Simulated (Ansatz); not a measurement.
HfB$_{2}$:
Space group P6/mmm (No. 191); a = 3.1273 Å, b = 3.1273 Å, c = 3.4468 Å, α = 90.00°, β = 90.00°, γ = 120.00°

| atom | site | symmetry | x | y | z |
|---|---|---|---|---|---|
| Hf | 1a | 6/mmm | 0.0000 | 0.0000 | 0.0000 |
| B | 2d | -6m2 | 0.3333 | 0.6667 | 0.5000 |

Relaxed with PBEsol.

Question: Which orbitals make up the states near the Fermi level in PBEsol in the plane-wave PAW code Ansatz?

Answer: Within 0.5 eV of the Fermi level: Hf 5d 70 %, B 2p 27 %. Projections are on Löwdin-orthogonalised atomic valence shells; empty p or d shells of many metals are not among them.

Question: Tabulate the density of states.

Answer: States/eV per cell of 3 atoms, in 0.25 eV bins, energy from the Fermi level.

```tsv
E (eV)	total	Hf 5d	B 2p	B 2s
-7.85	0.67	0.13	0.34	0.15
-7.60	0.68	0.12	0.37	0.14
-7.35	0.63	0.12	0.34	0.12
-7.10	0.62	0.12	0.34	0.11
-6.85	0.64	0.13	0.36	0.09
-6.60	0.72	0.15	0.42	0.09
-6.35	0.80	0.17	0.49	0.08
-6.10	0.67	0.14	0.42	0.06
-5.85	0.71	0.14	0.47	0.06
-5.60	1.07	0.20	0.74	0.06
-5.35	1.18	0.23	0.81	0.06
-5.10	1.11	0.26	0.74	0.06
-4.85	1.08	0.26	0.71	0.06
-4.60	1.19	0.30	0.79	0.05
-4.35	1.29	0.33	0.85	0.04
-4.10	1.65	0.48	1.06	0.03
-3.85	2.55	0.78	1.62	0.04
-3.60	1.92	0.58	1.23	0.03
-3.35	1.22	0.38	0.79	0.01
-3.10	1.66	0.60	1.00	0.01
-2.85	1.64	0.65	0.92	0.01
-2.60	1.07	0.59	0.45	0.01
-2.35	0.97	0.60	0.34	0.01
-2.10	0.86	0.56	0.28	0.00
-1.85	0.75	0.49	0.23	0.00
-1.60	0.64	0.43	0.19	0.00
-1.35	0.53	0.37	0.15	0.00
-1.10	0.43	0.30	0.11	0.00
-0.85	0.32	0.23	0.08	0.00
-0.60	0.19	0.14	0.04	0.00
-0.35	0.13	0.10	0.03	0.00
-0.10	0.20	0.14	0.05	0.00
0.15	0.32	0.22	0.09	0.00
0.40	0.41	0.28	0.12	0.00
0.65	0.50	0.34	0.15	0.00
0.90	0.60	0.40	0.17	0.00
1.15	0.71	0.47	0.21	0.01
1.40	1.01	0.60	0.33	0.04
1.65	1.22	0.69	0.40	0.08
1.90	1.05	0.63	0.31	0.06
2.15	1.01	0.63	0.27	0.05
2.40	0.98	0.64	0.24	0.05
2.65	1.00	0.67	0.23	0.05
2.90	1.17	0.80	0.25	0.06
3.15	1.22	0.84	0.25	0.06
3.40	1.19	0.80	0.26	0.07
3.65	1.25	0.82	0.27	0.08
3.90	1.41	0.91	0.31	0.10
4.15	1.51	0.98	0.32	0.10
4.40	1.65	1.07	0.34	0.12
4.65	1.67	1.06	0.33	0.15
```

The cell was relaxed with PBEsol under the symmetry of its start; of distortions, only those at the zone centre were tested. The run is not spin-polarised. Spin–orbit coupling is left out wherever it is not named.

Potentials: the later of the program's two PAW sets.
